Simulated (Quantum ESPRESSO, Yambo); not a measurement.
**Rb2WO2F4: DFT and GW levels**

Rb2WO2F4 has the monoclinic space group C2/m (No. 12), Pearson symbol mS18. Conventional cell: a = 10.670 Å, b = 6.140 Å, c = 4.980 Å, α = γ = 90.00°, β = 91.98°. O on 4i is coordinated by 1 W at 1.846 Å and 3 Rb at 3.013–3.121 Å and 1 Rb at 3.331 Å (square pyramidal). F on 8j is coordinated by 1 W at 1.972 Å and 4 Rb at 3.058–3.275 Å (square pyramidal). Rb on 4i sees 3 O at 3.013–3.121 Å and 1 O at 3.331 Å and 8 F at 3.058–3.275 Å. W on 2a sees 2 O at 1.846 Å and 4 F at 1.972 Å (octahedral). (Neighbours: up to the widest gap in distance over summed covalent radii, below 1.35, at either atom; cation-cation contacts left out.)
(The calculation used a cell of 9 atoms; values per cell refer to that cell.)

The geometry is that of Materials Project entry mp-1219649, symmetrised and not relaxed again.

Starting point: PBEsol (pw.x of Quantum ESPRESSO, ONCV potentials, scalar-relativistic). G0W0 in Yambo: 2×2×2 Γ-centred k mesh, bands 2 to 308 and a 8 Ry block in the screening, 308 bands in G with the Bruneval-Gonze terminator, plasmon pole fitted at 27.2 eV.

The PBEsol gap along the band path is 2.26 eV, the PBEsol gap between the mesh's edge points ((0, 0, -0.5) → (-0.5, -0.5, -0.5)) is 2.26 eV and the G0W0 gap between the same points is 5.45 eV. The PBEsol smallest direct gap on the mesh (at Γ) is 2.27 eV and the G0W0 direct gap at that point comes out as 5.46 eV.

| k point | band | E PBEsol (eV) | E QP (eV) | shift (eV) | Z |
|---|---|---|---|---|---|
| Γ | VB | -0.01 | -1.33 | -1.32 | 0.80 |
| Γ | CB | 2.26 | 4.13 | 1.87 | 0.82 |
| (0, 0, -0.5) | VB | 0.00 | -1.32 | -1.32 | 0.80 |
| (0, 0, -0.5) | CB | 2.27 | 4.15 | 1.88 | 0.82 |
| (0, -0.5, 0) | VB | -0.03 | -1.35 | -1.32 | 0.80 |
| (0, -0.5, 0) | CB | 2.35 | 4.25 | 1.89 | 0.82 |
| (0, -0.5, -0.5) | VB | -0.01 | -1.34 | -1.33 | 0.80 |
| (0, -0.5, -0.5) | CB | 2.34 | 4.24 | 1.89 | 0.82 |
| (-0.5, -0.5, 0) | VB | -0.09 | -1.42 | -1.33 | 0.80 |
| (-0.5, -0.5, 0) | CB | 2.26 | 4.14 | 1.87 | 0.82 |
| (-0.5, -0.5, -0.5) | VB | -0.07 | -1.40 | -1.33 | 0.80 |
| (-0.5, -0.5, -0.5) | CB | 2.26 | 4.13 | 1.87 | 0.82 |

Energies count from the PBEsol valence-band maximum.

Nearest settings tried, and what they do to the gap: 199 bands in W, 199 bands in G: +43 meV; 7 Ry block (355 vectors against 427): -5 meV. Not varied: mesh. So the settings aren't converged at that level. The k mesh is coarse.

Without spin-orbit coupling, band edges of such heavy elements can be off by tenths of an eV.

The structure is a Materials Project entry; no match was found in the copy of COD used, and its stability was not checked.
